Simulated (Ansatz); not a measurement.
LiF (rock salt): scan of one atom of the cell

Starting cell, LiF (rock salt):

```yaml
crystal:
  lattice:
    - [0.00000, 2.00386, 2.00386]
    - [2.00386, 0.00000, 2.00386]
    - [2.00386, 2.00386, 0.00000]
  atoms:
    - { symbol: F, position: [0.00000, 0.00000, 0.00000] }
    - { symbol: Li, position: [0.50000, 0.50000, 0.50000] }
```

In each cell atom 1 (F, nearest neighbour Li at 2.004 Å; its periodic images, 2.8 Å or more away, move with it) moves by s·(0.707, 0.707, 0.000) (along Cartesian [110]), the rest being held.

Calculation: PBEsol (plane waves to 420 eV, PAW, scalar-relativistic; Ansatz, a quantum-chemistry and plane-wave program). k mesh 11×11×11 (Γ-centred), Fermi-Dirac smearing 0.05 eV. E stands for the smeared free energy. Stress and pressure are positive under compression. F∥ is the force on the atom along that direction. LiF was relaxed with its symmetry unable to fall. The zero of ΔE is the undisplaced structure.

```tsv
s (Å)	ΔE (meV/cell)	P (GPa)	F∥ (eV/Å)
-0.200	35.3	1.67	0.369
-0.160	22.2	1.06	0.286
-0.120	12.3	0.60	0.209
-0.080	5.4	0.26	0.136
-0.040	1.3	0.07	0.067
0.000	0.0	0.00	0.000
0.040	1.3	0.07	-0.067
0.080	5.4	0.26	-0.136
0.120	12.3	0.60	-0.209
0.160	22.2	1.06	-0.286
0.200	35.3	1.67	-0.369
```

Key numbers:

The energy at s = 0.200 Å comes out as 35.3 meV/cell and the force along the line at s = -0.200 Å is 0.369 eV/Å. The force constant k = d²E/ds² at s = 0 (finite differences) is 1.68 eV/Å² and the zone-centre optical wavenumber from k (transverse: no LO-TO term) is 300 cm⁻¹. Symmetry of the curve: even: the same for both signs. Shape of the curve: a single well with its minimum at or next to zero displacement. Harmonic estimate at the end of the scan: ½ks² = 33.6 meV/cell against the computed 35.3 meV/cell, so the well is stiffer than harmonic there.

(A displaced cell: forces are minus the slopes of the energy, force constants its curvatures, and phonons follow from these.)
